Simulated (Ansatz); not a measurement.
## CeO2: from a starting cell to a relaxed one

The start is a randomly generated symmetric cell of CeO2 (space group No. 22). Cell shape, volume and atoms are optimised at zero target pressure with PBE (plane waves to 420 eV, PAW, scalar-relativistic; Ansatz, an electronic-structure program). The first steps use a coarse 6×6×6 k-mesh.

Input geometry:
```
CELL_PARAMETERS angstrom
      0.00000     3.46972     4.59477
      3.16748     0.00000     4.59477
      3.16748     3.46972     0.00000
ATOMIC_POSITIONS crystal
  Ce 0.02674 0.47326 0.02674
  Ce 0.47326 0.02674 0.47326
  O  0.75000 0.75000 0.75000
  O  0.00000 0.00000 0.00000
  O  0.01052 0.48948 0.48948
  O  0.48948 0.01052 0.01052
```
Spin-polarised start, with parallel moments on Ce.

```yaml
outcome: The space group stays F222 (No. 22) (the run could not lower it), with 6 atoms in the primitive cell
energy_released: 0.97 eV/atom
volume_change: +6.9 %, from 16.83 to 17.99 Å³/atom
Shortest distances (start → end): "The closest pairs of elements (up to four, under 3.6 Å), start → end: O–O 1.65 → 2.48 Å; Ce–O 1.92 → 2.07 Å; Ce–Ce 3.10 → 3.41 Å"
band_gap_at_the_end: zero (the bands touch at this level, without spin-orbit coupling)
optimiser_moves: 11
```

The end point of the relaxation:

```cif
data_Ce8O16
_chemical_formula_sum 'Ce8 O16'
_space_group_name_H-M_alt 'F222'
_space_group_IT_number 22
_space_group_name_Hall 'F 2 2'
_cell_length_a 7.48223
_cell_length_b 7.55976
_cell_length_c 7.63443
_cell_angle_alpha 90.000
_cell_angle_beta 90.000
_cell_angle_gamma 90.000
loop_
_space_group_symop_operation_xyz
  'x, y, z'
  '-x, -y, z'
  'x, -y, -z'
  '-x, y, -z'
  'x, y+1/2, z+1/2'
  '-x, -y+1/2, z+1/2'
  'x, -y+1/2, -z+1/2'
  '-x, y+1/2, -z+1/2'
  'x+1/2, y, z+1/2'
  '-x+1/2, -y, z+1/2'
  'x+1/2, -y, -z+1/2'
  '-x+1/2, y, -z+1/2'
  'x+1/2, y+1/2, z'
  '-x+1/2, -y+1/2, z'
  'x+1/2, -y+1/2, -z'
  '-x+1/2, y+1/2, -z'
loop_
_atom_site_label
_atom_site_type_symbol
_atom_site_symmetry_multiplicity
_atom_site_Wyckoff_symbol
_atom_site_fract_x
_atom_site_fract_y
_atom_site_fract_z
_atom_site_occupancy
Ce1 Ce 8 i 0.25000 0.02418 0.25000 1
O1 O 4 d 0.75000 0.75000 0.75000 1
O2 O 4 a 0.00000 0.00000 0.00000 1
O3 O 8 j 0.08401 0.25000 0.25000 1
```
(The calculation used a cell of 6 atoms; values per cell refer to that cell.)

Final values are on a 11×11×11 k-mesh of the relaxed cell. The start holds a very short contact (O–O 1.65 Å). No spin polarisation in the result: the starting moments vanished. The d or f electrons are treated with no Hubbard U. The 4f state was not searched, so a lower electronic state may exist.

The run could not lose the symmetry of its start: the end is stationary, and may be a saddle point rather than a minimum.

The relaxed structure here is a generated cell of CeO2: the first start was made by a random draw of sites in a space group, and the end was not matched to a known phase here, so it may be hypothetical. Known forms of CeO2 include space group No. 225.
